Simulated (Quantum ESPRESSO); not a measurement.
CaMg₂ZnO₄ (made-up cell) (calculated)

Computed with Quantum ESPRESSO 7.5. Calculation on a made-up crystal cell, not a measurement: periodic Kohn-Sham density functional theory in plane waves with PseudoDojo standard norm-conserving scalar-relativistic pseudopotentials, each functional with its own files (v0.5 for PBE, v0.4.1 for LDA and PBEsol), no spin polarisation, no spin-orbit coupling, atoms not relaxed, stress positive in tension, energies less a fixed whole-eV offset for each atom's element; levels are Kohn-Sham levels at fractions of this cell's reciprocal vectors, counted from the reference band (half the neutral cell's valence electrons, rounded up) at Gamma; error bars cover cutoff and k-mesh only, not smearing or the files; added strain carries the atoms with the cell, and shear is the tensor component; each bar is the largest change over components, and at least 0.002 eV, 0.002 eV per angstrom or 0.02 GPa; energies are for the whole cell, and the offsets were chosen from early runs and are not element reference energies.

Common to all runs: lattice type rocksalt; functional pbe; cutoff 1143 eV; fermi dirac smearing 0.025 eV; scf tolerance 1e-07 eV; electrons removed 0; k mesh 4 x 4 x 4, shifted by half a step.

(1) 
```cif
# cell vector a (Å): 4.5250 0.0000 0.0000
# cell vector b (Å): 0.0000 4.5250 0.0000
# cell vector c (Å): 0.0000 0.0000 4.5250
data_CaMg2ZnO4
_symmetry_space_group_name_H-M 'P 1'
_symmetry_Int_Tables_number 1
_cell_length_a 4.5250
_cell_length_b 4.5250
_cell_length_c 4.5250
_cell_angle_alpha 90.000
_cell_angle_beta 90.000
_cell_angle_gamma 90.000
_cell_volume 92.65
loop_
_atom_site_label
_atom_site_type_symbol
_atom_site_fract_x
_atom_site_fract_y
_atom_site_fract_z
_atom_site_occupancy
Zn1 Zn 0.98800 0.99364 0.01929 1
Ca1 Ca 0.01036 0.52709 0.48552 1
Mg1 Mg 0.51417 0.01344 0.50676 1
Mg2 Mg 0.46935 0.48588 0.01803 1
O1 O 0.48809 0.03043 0.02259 1
O2 O 0.52316 0.50632 0.49410 1
O3 O 0.99014 0.01680 0.54789 1
O4 O 0.96378 0.52857 0.97781 1
_calc_free_energy_less_offsets 0.6078  # eV
_calc_smearing_term_minus_ts 0  # eV
_calc_scf_iterations 12
_calc_pressure -4.627  # GPa
_calc_stress_xx 5.45  # GPa
_calc_stress_yy 3.886  # GPa
_calc_stress_zz 4.544  # GPa
_calc_stress_yz 0.1933  # GPa
_calc_stress_xz 0.6029  # GPa
_calc_stress_xy 0.2427  # GPa
_calc_error_bar_energy 0.002  # eV
_calc_error_bar_stress 0.04034  # GPa
_calc_error_bar_force 0.004364  # eV/angstrom
_calc_error_bars_from 'tighter rerun of a related cell'
```

Atoms:
| atoms element | atom site | atom energy offset (eV) |
| --- | --- | --- |
| Zn | 1 | -5687 |
| Ca | 2 | -1055 |
| Mg | 3 | -1617 |
| Mg | 4 | -1617 |
| O | 5 | -452 |
| O | 6 | -452 |
| O | 7 | -452 |
| O | 8 | -452 |

Forces:
| site | x (eV/Å) | y (eV/Å) | z (eV/Å) |
| --- | --- | --- | --- |
| 1 | -0.11 | 0.1418 | -0.6682 |
| 2 | -0.1623 | -0.6704 | 0.4632 |
| 3 | 0.01467 | 0.1358 | 0.3034 |
| 4 | 0.9056 | 0.4121 | -0.5095 |
| 5 | -0.24 | -0.4245 | 0.07167 |
| 6 | -1.432 | 0.1851 | -0.07148 |
| 7 | 0.2379 | 0.2408 | -0.7769 |
| 8 | 0.7863 | -0.02065 | 1.188 |

(2) 
```cif
# cell vector a (Å): 4.5250 0.0000 0.0000
# cell vector b (Å): 0.0000 4.5250 0.0000
# cell vector c (Å): 0.0000 0.0000 4.5250
data_CaMg2ZnO4
_symmetry_space_group_name_H-M 'P 1'
_symmetry_Int_Tables_number 1
_cell_length_a 4.5250
_cell_length_b 4.5250
_cell_length_c 4.5250
_cell_angle_alpha 90.000
_cell_angle_beta 90.000
_cell_angle_gamma 90.000
_cell_volume 92.65
loop_
_atom_site_label
_atom_site_type_symbol
_atom_site_fract_x
_atom_site_fract_y
_atom_site_fract_z
_atom_site_occupancy
Zn1 Zn 0.98800 0.99364 0.01929 1
Ca1 Ca 0.01036 0.52709 0.48552 1
Mg1 Mg 0.51417 0.01344 0.50676 1
Mg2 Mg 0.46935 0.48588 0.01803 1
O1 O 0.48809 0.03043 0.02259 1
O2 O 0.52316 0.50632 0.49410 1
O3 O 0.99014 0.01680 0.54789 1
O4 O 0.97428 0.52857 0.97781 1
_calc_stress_zz ?
```

Atoms:
| atoms element | atom site | atom energy offset (eV) |
| --- | --- | --- |
| Zn | 1 | -5687 |
| Ca | 2 | -1055 |
| Mg | 3 | -1617 |
| Mg | 4 | -1617 |
| O | 5 | -452 |
| O | 6 | -452 |
| O | 7 | -452 |
| O | 8 | -452 |

(3) 
```cif
# cell vector a (Å): 4.5250 0.0000 0.0000
# cell vector b (Å): 0.0000 4.5250 0.0000
# cell vector c (Å): 0.0000 0.0000 4.5250
data_CaMg2ZnO4
_symmetry_space_group_name_H-M 'P 1'
_symmetry_Int_Tables_number 1
_cell_length_a 4.5250
_cell_length_b 4.5250
_cell_length_c 4.5250
_cell_angle_alpha 90.000
_cell_angle_beta 90.000
_cell_angle_gamma 90.000
_cell_volume 92.65
loop_
_atom_site_label
_atom_site_type_symbol
_atom_site_fract_x
_atom_site_fract_y
_atom_site_fract_z
_atom_site_occupancy
Zn1 Zn 0.98800 0.99364 0.01929 1
Ca1 Ca 0.01036 0.52709 0.48552 1
Mg1 Mg 0.51417 0.01344 0.50676 1
Mg2 Mg 0.46935 0.48588 0.01803 1
O1 O 0.48809 0.03043 0.02259 1
O2 O 0.52316 0.50632 0.49410 1
O3 O 0.99014 0.01680 0.54789 1
O4 O 0.99019 0.52857 0.97781 1
_calc_stress_yz ?
_calc_stress_xz ?
```

Atoms:
| atoms element | atom site | atom energy offset (eV) |
| --- | --- | --- |
| Zn | 1 | -5687 |
| Ca | 2 | -1055 |
| Mg | 3 | -1617 |
| Mg | 4 | -1617 |
| O | 5 | -452 |
| O | 6 | -452 |
| O | 7 | -452 |
| O | 8 | -452 |

Question: CaMg₂ZnO₄ (made-up cell) (entry 2): stress zz?
Answer: 4.5 GPa

Question: Give the table of forces values for CaMg₂ZnO₄ (made-up cell) (entry 2).
Answer: 
Forces:
| site | x (eV/Å) | y (eV/Å) | z (eV/Å) |
| --- | --- | --- | --- |
| 1 | -0.07666 | 0.1464 | -0.6673 |
| 2 | -0.129 | -0.6707 | 0.4565 |
| 3 | 0.00542 | 0.1366 | 0.3029 |
| 4 | 0.8346 | 0.4122 | -0.5118 |
| 5 | -0.1453 | -0.4242 | 0.07138 |
| 6 | -1.348 | 0.1869 | -0.07031 |
| 7 | 0.2193 | 0.2414 | -0.7782 |
| 8 | 0.6397 | -0.02857 | 1.197 |

Question: Estimate the stress yz of CaMg₂ZnO₄ (made-up cell) (entry 3).
Answer: 0.1938 GPa

Question: CaMg₂ZnO₄ (made-up cell) (entry 3): stress xz?
Answer: 0.4116 GPa

Further results for CaMg₂ZnO₄ (made-up cell) (entry 2):

* free energy less offsets: 0.574 eV
* smearing term minus ts: 0 eV
* scf iterations: 12
* pressure: -4.58 GPa
* stress xx: 5.391 GPa
* stress yy: 3.848 GPa
* stress yz: 0.1932 GPa
* stress xz: 0.5301 GPa
* stress xy: 0.2092 GPa
* error bar energy: 0.002 eV
* error bar stress: 0.04034 GPa
* error bar force: 0.004364 eV/Å
* error bars from: tighter rerun of a related cell

Further results for CaMg₂ZnO₄ (made-up cell) (entry 3):

- free energy less offsets: 0.5364 eV
- smearing term minus ts: 0 eV
- scf iterations: 12
- pressure: -4.434 GPa
- stress xx: 5.027 GPa
- stress yy: 3.784 GPa
- stress zz: 4.49 GPa
- stress xy: 0.1646 GPa
- error bar energy: 0.002 eV
- error bar stress: 0.04034 GPa
- error bar force: 0.004364 eV/Å
- error bars from: tighter rerun of this cell

Forces:
| site | x (eV/Å) | y (eV/Å) | z (eV/Å) |
| --- | --- | --- | --- |
| 1 | -0.02543 | 0.1486 | -0.6677 |
| 2 | -0.08235 | -0.6713 | 0.4503 |
| 3 | -0.008029 | 0.1373 | 0.3023 |
| 4 | 0.742 | 0.4069 | -0.5088 |
| 5 | -0.001135 | -0.423 | 0.07162 |
| 6 | -1.22 | 0.1889 | -0.07016 |
| 7 | 0.1922 | 0.2411 | -0.7789 |
| 8 | 0.4027 | -0.02865 | 1.201 |
